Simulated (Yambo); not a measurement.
BSE-type run in Yambo on LiBH4 (space group P6_3mc, No. 186), at finite momentum (a q point of the mesh, 0.19 1/Å).

Quantum ESPRESSO step (PBEsol, PseudoDojo standard norm-conserving files, scalar-relativistic):
```
&CONTROL
  calculation = 'nscf'
  pseudo_dir = './pseudo'
  outdir = './out'
/
&SYSTEM
  ibrav = 0
  nat = 12
  ntyp = 3
  ecutwfc = 76.0
  ecutrho = 304.0
  occupations = 'fixed'
  force_symmorphic = .true.
  nbnd = 51
/
&ELECTRONS
  conv_thr = 1.2000000000000002e-08
  diago_full_acc = .true.
  diago_thr_init = 1e-08
/
ATOMIC_SPECIES
H 1.0080 H.upf
Li 6.9400 Li.upf
B 10.8100 B.upf
CELL_PARAMETERS angstrom
  4.179999919000   0.000000000000   0.000000000000
 -2.089999959000   3.619986117000   0.000000000000
  0.000000000000   0.000000000000   6.709920000000
ATOMIC_POSITIONS crystal
H   0.333333333000   0.666666667000   0.376310000000
H   0.666666667000   0.333333333000   0.876310000000
H   0.174674500000   0.349349000000   0.618330000000
H   0.825325500000   0.174674500000   0.118330000000
H   0.650651000000   0.825325500000   0.618330000000
H   0.825325500000   0.650651000000   0.118330000000
H   0.174674500000   0.825325500000   0.618330000000
H   0.349349000000   0.174674500000   0.118330000000
Li   0.333333333000   0.666666667000   0.005880000000
Li   0.666666667000   0.333333333000   0.505880000000
B   0.333333333000   0.666666667000   0.557790000000
B   0.666666667000   0.333333333000   0.057790000000
K_POINTS automatic
9 9 4 0 0 0
```

Yambo input:
```
rim_cut
optics
bse
bss
dipoles
em1s
RandQpts= 1000000
RandGvec= 1 Ry
FFTGvecs= 40 Ry
Chimod= "HARTREE"
BSKmod= "SEX"
BSEmod= "resonant"
BSSmod= "hs"
BSENGexx= 15 Ry
BSENGBlk= 3 Ry
% KfnQP_E
 2.836 | 1.0 | 1.0 |
%
% BSEQptR
 4 | 4 |
%
% BSEBands
 6 | 12 |
%
% BEnRange
 0.0 | 14.7 | eV
%
% BDmRange
 0.15 | 0.15 | eV
%
BEnSteps= 294
% BLongDir
 1.0 | 0.0 | 0.0 |
%
BSHayTrs= -0.02
BSSNEig= 24
WRbsWF
% BndsRnXs
 3 | 47 |
%
NGsBlkXs= 3 Ry
% LongDrXs
 1.0 | 1.0 | 1.0 |
%
```

From the report:

The dimension is k points × valence × conduction bands = 324 × 5 × 2 = 3240.
```
   [SLEPC] Approach                          : Krylov-Schur
   [SLEPC] Number of requested eigenvalues   :  24
   [SLEPC] Number of eigenvalues        [NEV]:  24
    [K] Dimension                                    :   3240
    [K] Bands                                        :   6  12
    [K] Exchange res                                 : yes
    [K] Correlation res                              : yes
    [K] W interaction is bare                        : no
    [K] RL vectors exchange                          :   699
    [K] RL vectors correlation                       :   67
    [W] Matrix size                                  :   67
    [W] Bands                                        :    3   47
    [W] Coulomb Cutoff                               : none
    [W] Hxc Kernel                                   : HARTREE
```

Geometry of the Materials Project entry, not relaxed at this level.

The structure is a Materials Project entry; no match was found in the copy of COD used, and its stability was not checked.
